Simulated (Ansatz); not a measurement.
Relaxed-ion elastic tensor of BaC8 in space group P6/mmm (No. 191; C on 6l, C on 2c, Ba on 1b) in GPa (Voigt order), plane-wave PAW PBE+D3(BJ) (Ansatz code); density 3.46 g/cm³, 12.46 Å³ per atom.

```csv
,1,2,3,4,5,6
1,637,92.0,17.8,0.0,0.0,0.0
2,92.0,637,17.8,0.0,0.0,0.0
3,17.8,17.8,112,0.0,0.0,0.0
4,0.0,0.0,0.0,11.6,0.0,0.0
5,0.0,0.0,0.0,0.0,11.6,0.0
6,0.0,0.0,0.0,0.0,0.0,272
```

**Question.** Is the crystal mechanically stable?

**Answer.** Yes: the smallest eigenvalue of C is 11.6 GPa.

**Question.** Work out the Voigt and Reuss bounds. Is their mean of use?

**Answer.** K_V = 182, K_R = 91.6; G_V = 143, G_R = 25.8 GPa. The bounds lie so far apart that a Hill average or a Debye temperature from it would say little.

The cell is a constructed one: a structure type filled with these elements; neither database checked (COD, Materials Project) lists it. Its standing as an ambient phase is unchecked. The PBE+D3(BJ) relaxation kept the symmetry of its start; of distortions, only those at the zone centre were tested. As this level gives no gap, shear constants depend on the k-mesh and smearing (Fermi–Dirac, 0.1 eV here). Spin–orbit coupling is left out wherever it is not named.

Potentials: the later of the program's two PAW sets.
